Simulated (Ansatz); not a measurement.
In PBE in the plane-wave PAW code Ansatz, Sn in the trigonal phase (R-3; Sn on 18f, Sn on 6c) relaxes to a = 11.507 Å, c = 6.735 Å. Sn on 6c has 4 nearest neighbours from 2.90 Å (tetrahedral).

Electronic character: metallic (no gap).

The start of the workflow was typed in or built on a structure type; neither database checked (COD, Materials Project) lists it. It is not the phase usual at ambient conditions (space group No. 141). The PBE relaxation kept the symmetry of its start; whether a distortion lowers the energy is not shown. Axis ratios of metals converge slowly with the k-mesh, so a and c are less sure than the volume. Spin–orbit coupling is left out wherever it is not named.

Potentials: the earlier of the program's two PAW sets.
